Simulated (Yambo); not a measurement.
```
CELL_PARAMETERS angstrom
      0.00000     4.14417     4.14417
      4.14417     0.00000     4.14417
      4.14417     4.14417     0.00000
ATOMIC_POSITIONS crystal
  O  0.75618 0.24382 0.24382
  O  0.24382 0.75618 0.75618
  O  0.24382 0.75618 0.24382
  O  0.75618 0.24382 0.75618
  O  0.24382 0.24382 0.75618
  O  0.75618 0.75618 0.24382
  Sc 0.50000 0.50000 0.50000
  Nb 0.00000 0.00000 0.00000
  Ba 0.25000 0.25000 0.25000
  Ba 0.75000 0.75000 0.75000
```

Workflow: norm-conserving PBEsol (Quantum ESPRESSO, 84 Ry, without SOC), then G0W0 in Yambo (2×2×2 Γ-centred k mesh, bands 3 to 219 and a 7 Ry block in the screening, 219 bands in G with the Bruneval-Gonze terminator, plasmon pole fitted at 27.2 eV).

Give the PBEsol and G0W0 gaps between the band edges found on this mesh, and say where the edges lie.

Edges: Γ → Γ. PBEsol: 2.65 eV; G0W0: 4.23 eV. Nearest settings tried, and what they do to the gap: 145 bands in W, 145 bands in G: +72 meV; 3 Ry block (89 vectors against 331): +127 meV. Not varied: mesh. So the settings aren't converged at that level. The k mesh is coarse. Spin-orbit splittings are left out.

Geometry of the Materials Project entry, not relaxed at this level.

The structure is a Materials Project entry; no match was found in the copy of COD used, and its stability was not checked.
